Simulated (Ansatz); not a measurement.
Y₂N:
```
Y2N
1.0
    3.49404     0.00000     0.00000
    0.00000     3.49404     0.00000
    0.00000     0.00000     4.77682
Y N
2 1
Direct
  0.00000   0.00000   0.00000
  0.50000   0.50000   0.50000
  0.50000   0.50000   0.00000
```

Relaxed with PBE+D3(BJ). Special points in fractions of this cell's reciprocal vectors: Γ (0.000, 0.000, 0.000); X (0.000, 0.500, 0.000); M (0.500, 0.500, 0.000); Z (0.000, 0.000, 0.500); R (0.000, 0.500, 0.500); A (0.500, 0.500, 0.500).

Problem. List the band energies nearest the Fermi level at these points for DFT-PBE+D3(BJ) in the program Ansatz with PAW potentials.

Solution. In eV from the Fermi level; about four levels below and three above (degenerate sets whole), none deeper than 8.9 eV; points with the same levels are listed once.

```
k                    below                above
-  -----------------------  -------------------
Γ  -2.12 -1.61 -1.61 -1.26       1.70 1.70 2.00
X  -3.33 -2.62 -0.68 -0.61       0.39 2.62 2.96
M  -2.16 -1.61 -1.15 -1.15       4.42 4.42 5.39
Z  -1.98 -1.98 -0.02 -0.01       1.24 3.05 3.05
R  -5.06 -4.56 -3.61 -0.88       0.71 0.81 1.46
A  -3.59 -3.03 -3.03 -0.97  0.18 0.18 2.94 2.94
```

Space group P4/mmm. The cell is a constructed one: a structure type filled with these elements; neither database checked (COD, Materials Project) lists it. Whether it is the stable phase at ambient conditions was not checked. The PBE+D3(BJ) relaxation kept the symmetry of its start; its stability against distortions is not shown here. No spin polarisation was allowed. With an odd number of electrons in the cell and no spin polarisation, the count alone makes it a metal. Spin–orbit coupling is left out wherever it is not named.

Potentials: the later of the program's two PAW sets.
